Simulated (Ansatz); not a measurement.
Y5Si3:
```xyz
16
Lattice="8.3734 0.0000 0.0000 -4.1867 7.2516 0.0000 0.0000 0.0000 6.2884" Properties=species:S:1:pos:R:3 pbc="T T T"
Y     -3.1676     5.4864     4.7163
Y     -1.0191     1.7651     1.5721
Y      2.0382     0.0000     1.5721
Y      6.3352     0.0000     4.7163
Y      1.0191     1.7651     4.7163
Y      3.1676     5.4864     1.5721
Y      0.0000     4.8344     3.1442
Y      4.1867     2.4172     3.1442
Y      4.1867     2.4172     0.0000
Y      0.0000     4.8344     0.0000
Si     3.3060     0.0000     4.7163
Si     5.0674     0.0000     1.5721
Si     1.6530     2.8631     1.5721
Si     2.5337     4.3885     4.7163
Si    -1.6530     2.8631     4.7163
Si    -2.5337     4.3885     1.5721
```

This is the PBEsol-relaxed structure.

### Question
All from PBEsol in the plane-wave PAW code Ansatz, unless another level is named. Predict the electronic character.

### Answer
metallic (no gap).

### Question
Give the density of states at the Fermi level.

### Answer
0.56 states/eV per atom (mean over ±0.08 eV).

### Question
What about the formation energy from the elements (no fitted shifts)?

### Answer
-0.77 eV/atom.

### Question
Predict the gap with spin–orbit coupling.

### Answer
none (metallic).

Space group P6_3/mcm. The workflow started from a Materials Project entry (that database holds measured and hypothetical structures alike); the Crystallography Open Database copy checked does not list it. Its standing as an ambient phase is unchecked. The cell was relaxed with PBEsol under the symmetry of its start; whether a distortion lowers the energy is not shown. The run is not spin-polarised. The references are the lowest solids computed at this level, not always the standard phases. Spin–orbit coupling is left out wherever it is not named.

Potentials: the later of the program's two PAW sets.
